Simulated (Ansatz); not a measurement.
**Moving the functional in Ta4NiO11**

```cif
data_structure
_symmetry_space_group_name_H-M 'P1'
_symmetry_Int_Tables_number 1
_cell_length_a 5.2929
_cell_length_b 5.3359
_cell_length_c 7.9108
_cell_angle_alpha 90.301
_cell_angle_beta 93.724
_cell_angle_gamma 90.455
_cell_volume 222.94
loop_
_atom_site_label
_atom_site_type_symbol
_atom_site_symmetry_multiplicity
_atom_site_Wyckoff_symbol
_atom_site_fract_x
_atom_site_fract_y
_atom_site_fract_z
_atom_site_occupancy
Ta1 Ta 1 a 0.52261 0.46364 0.51843 1
Ta2 Ta 1 a 0.55532 0.53163 0.98083 1
Ta3 Ta 1 a 0.02338 0.98832 0.50961 1
Ta4 Ta 1 a 0.04916 0.02484 0.01689 1
Ni1 Ni 1 a 0.06538 0.57998 0.26898 1
O1 O 1 a 0.96711 0.93834 0.23892 1
O2 O 1 a 0.21005 0.28324 0.42990 1
O3 O 1 a 0.27287 0.71995 0.06145 1
O4 O 1 a 0.33888 0.23820 0.03682 1
O5 O 1 a 0.30665 0.75341 0.45874 1
O6 O 1 a 0.50103 0.44858 0.74991 1
O7 O 1 a 0.70564 0.16332 0.48732 1
O8 O 1 a 0.73302 0.83358 0.94060 1
O9 O 1 a 0.85284 0.36497 0.07896 1
O10 O 1 a 0.81889 0.65561 0.47584 1
O11 O 1 a 0.07718 0.01239 0.74680 1
```

The cell comes from a database or a generator and needn't be the stable form of this composition.

Kept alike: task band structure; k mesh 5 × 5 × 4; occupations fermi-dirac, width 0.05 eV; collinear spin, ferromagnetic start. Program: Ansatz, Ansatz PAW. Cutoffs run from 420 to 500 eV. The mesh is that of the run's cell of 16 atoms. No spin-orbit coupling.

```csv
functional,band gap (eV),pressure (GPa),largest site moment (μB)
BLYP,1.322,4.59,1.50
PBE,1.301,0.00,1.51
RPBE,1.399,3.62,1.52
r2SCAN,2.629,-4.88,1.62
```

Pressure is positive in compression, with a Pulay correction for the finite cutoff. The runs hold the magnetic state that their start led to, which needn't be the lowest. Gaps are the smaller of the mesh's and the band path's. Site moments count inside each atom's sphere or projector. All rows use potentials made for PBE.

Question: What does the functional change here?

Answer: The band gap runs from 1.301 (PBE) to 2.629 eV (r2SCAN). From PBE: BLYP +0.021; RPBE +0.098; r2SCAN +1.328. The pressure runs from -4.88 (r2SCAN) to 4.59 GPa (BLYP). From PBE: BLYP +4.59; RPBE +3.62; r2SCAN -4.88. The largest site moment runs from 1.50 (BLYP) to 1.62 μB (r2SCAN). From PBE: BLYP -0.01; RPBE +0.01; r2SCAN +0.11.
